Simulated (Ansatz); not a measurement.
HgI₂:
```cif
data_Hg4I8
_chemical_formula_sum 'Hg4 I8'
_space_group_name_H-M_alt 'Cmc21'
_space_group_IT_number 36
_space_group_name_Hall 'C 2c -2'
_cell_length_a 4.73471
_cell_length_b 7.46963
_cell_length_c 13.90812
_cell_angle_alpha 90.000
_cell_angle_beta 90.000
_cell_angle_gamma 90.000
loop_
_atom_site_label
_atom_site_type_symbol
_atom_site_symmetry_multiplicity
_atom_site_Wyckoff_symbol
_atom_site_fract_x
_atom_site_fract_y
_atom_site_fract_z
_atom_site_occupancy
Hg1 Hg 4 a 0.00000 0.34612 0.00100 1
I1 I 4 a 0.00000 0.60130 0.13342 1
I2 I 4 a 0.00000 0.08997 0.86886 1
```
(The calculation used a cell of 6 atoms; values per cell refer to that cell.)

Relaxed at zero pressure with plane-wave PAW r²SCAN+D4 (Ansatz code).

Task: The volume is raised by 6 % and shape and atoms relax at that volume. What pressure results, and how do the axes share the change?

Result: -0.4 GPa; a 3.5 %, b 0.4 %, c 2.0 %; the energy rises by 3 meV/atom.

Task: Give the new structure.

Result: 
Space group Cmc2₁ (No. 36); a = 4.9010 Å, b = 7.5022 Å, c = 14.1805 Å, α = β = γ = 90.00°

```
atom  site  symmetry       x       y       z
----  ----  --------  ------  ------  ------
Hg      4a       m..  0.0000  0.3455  0.0009
I       4a       m..  0.0000  0.5983  0.1308
I       4a       m..  0.0000  0.0913  0.8716
```

The phase is kept; no other phase was compared at this pressure.

Space group Cmc2_1. The workflow started from a Materials Project entry (that database holds measured and hypothetical structures alike); the Crystallography Open Database files this formula in space group No. 36, but the cells were not matched. Its standing as an ambient phase is unchecked. The cell was relaxed with r²SCAN+D4 under the symmetry of its start; whether a distortion lowers the energy is not shown. Spin–orbit coupling is left out wherever it is not named.

Potentials: the later of the program's two PAW sets.
